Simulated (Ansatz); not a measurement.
TiH3: rattling a relaxed structure

The structure comes from a generated guess, relaxed at this level; another structure or a mixture of phases may lie lower.

Level of theory: DFT PBE, scalar-relativistic, plane waves, PAW (Ansatz). Cutoff 420 eV; k points 12×12×8 on the computed 8-atom cell (Γ-centred); Gaussian smearing, width 0.10 eV; no spin polarisation.

The cell below (8 atoms, space group P6_3/mmc (No. 194)) is relaxed within its symmetry.

```cif
data_structure
_symmetry_space_group_name_H-M 'P 1'
_symmetry_Int_Tables_number 1
_cell_length_a 3.1655
_cell_length_b 3.1655
_cell_length_c 5.5851
_cell_angle_alpha 90.000
_cell_angle_beta 90.000
_cell_angle_gamma 120.000
_cell_volume 48.47
loop_
_atom_site_label
_atom_site_type_symbol
_atom_site_fract_x
_atom_site_fract_y
_atom_site_fract_z
_atom_site_occupancy
Ti1 Ti 0.33333 0.66667 0.25000 1
Ti2 Ti 0.66667 0.33333 0.75000 1
H1 H 0.33333 0.66667 0.59397 1
H2 H 0.33333 0.66667 0.90603 1
H3 H 0.66667 0.33333 0.40603 1
H4 H 0.66667 0.33333 0.09397 1
H5 H 0.00000 0.00000 0.25000 1
H6 H 0.00000 0.00000 0.75000 1
```

For the test it was strained at random (σ = 1.5 % a component), the atoms were moved at random (σ = 0.05 Å), and all was relaxed again on a coarse 6×6×4 mesh (in the run’s order of axes) with 0.20 eV smearing, with no symmetry imposed.

Question: Is the structure stable against such a distortion?

Answer: It returns, within 1 meV/atom of the unmoved cell on that mesh and with the same symmetry when read at 0.1 Å (P-3m1 at 0.01 Å, so small strains and shifts remain). So it is stable against the distortions that fit this cell and that this random move excites. Modes that don't fit the cell aren't tested.
